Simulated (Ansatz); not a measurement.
Clamped-ion strain scan in Sn

Computed with DFT PBEsol, scalar-relativistic, plane waves, PAW (Ansatz 0.2.0). Settings: plane waves to 420 eV, k-mesh 22×22×22 (Γ-centred), Gaussian smearing 0.15 eV. No spin polarisation. Energies are free energies at this smearing, counted from the undisturbed cell; pressure is positive in compression.

The starting cell (relaxed at this level; with this scan's settings it stands at -0.3 GPa; this bcc form isn't the usual structure):

```xyz
1
Lattice="-1.8724 1.8724 1.8724 1.8724 -1.8724 1.8724 1.8724 1.8724 -1.8724" Properties=species:S:1:pos:R:3 pbc="T T T"
Sn    0.0000    0.0000    0.0000
```

The cell is strained by ε times the Voigt pattern (1, -1, 0, 0, 0, 0) (xx, yy, zz, yz, xz, xy; engineering shear) with fractional coordinates fixed. The cell is metallic on the mesh throughout.

**Question.** Over the sampled range (-0.0200 to 0.0175), is the undisturbed cell the lowest point?

**Answer.** No: the energy is lower at ε = -0.0200, -0.6 in ΔE (meV/atom).

The scan:

```csv
ε,ΔE (meV/atom)
-0.0200,-0.6
-0.0100,-0.1
0.0000,0.0
0.0025,0.0
0.0050,0.0
0.0075,0.0
0.0125,-0.1
0.0150,-0.2
0.0175,-0.4
```

Cost: 9 runs of about 3.6 core-minutes in all, on Arm Neoverse V1 (shared hosts).